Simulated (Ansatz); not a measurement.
# Ru: levels with and without spin–orbit coupling

```
CELL_PARAMETERS angstrom
2.70783 0.00000 0.00000
-1.35391 2.34505 0.00000
0.00000 0.00000 4.26810
ATOMIC_POSITIONS crystal
Ru 0.33333 0.66667 0.25000
Ru 0.66667 0.33333 0.75000
```

Atom numbers follow the list: Ru1, Ru2.

Structure from Materials Project entry mp-33 (possibly hypothetical), not relaxed further.

Methods: DFT, PBE, all-electron LAPW, scalar-relativistic (Ansatz 0.2.0); DFT, PBE, all-electron LAPW, Dirac equation with spin-orbit coupling (Ansatz 0.2.0).

Settings: a Γ-centred 14×14×8 k mesh, Fermi–Dirac smearing of 0.05 eV, basis error target 1 meV/atom, no spin polarisation.

Levels between -8 and 5 eV, each run counted from its own valence-band top where it has a gap, else its Fermi level. Scalar levels are listed once for both spins; with the coupling every spinor state is counted. Levels near the edges of the range can cross them.

(1) At Γ (0.000, 0.000, 0.000) the scalar-relativistic levels are -7.99, -6.22, -2.60 (×2), -2.39, -1.91 (×2), -1.42 (×2), 1.19 (×2), 1.34. What are they with spin–orbit coupling?

(2) At H (0.333, 0.333, 0.500) the scalar-relativistic levels are -4.71 (×2), -4.12 (×2), -2.72 (×2), -1.18 (×2), 1.23 (×2). What are they with spin–orbit coupling?

Answers

(1) -6.23 (×2), -2.74 (×2), -2.48 (×2), -2.43 (×2), -2.08 (×2), -1.78 (×2), -1.47 (×2), -1.33 (×2), 1.10 (×2), 1.28 (×2), 1.31 (×2).

(2) -4.75 (×2), -4.69 (×2), -4.14 (×2), -4.13 (×2), -2.78 (×2), -2.69 (×2), -1.29 (×2), -1.08 (×2), 1.20 (×2), 1.25 (×2).
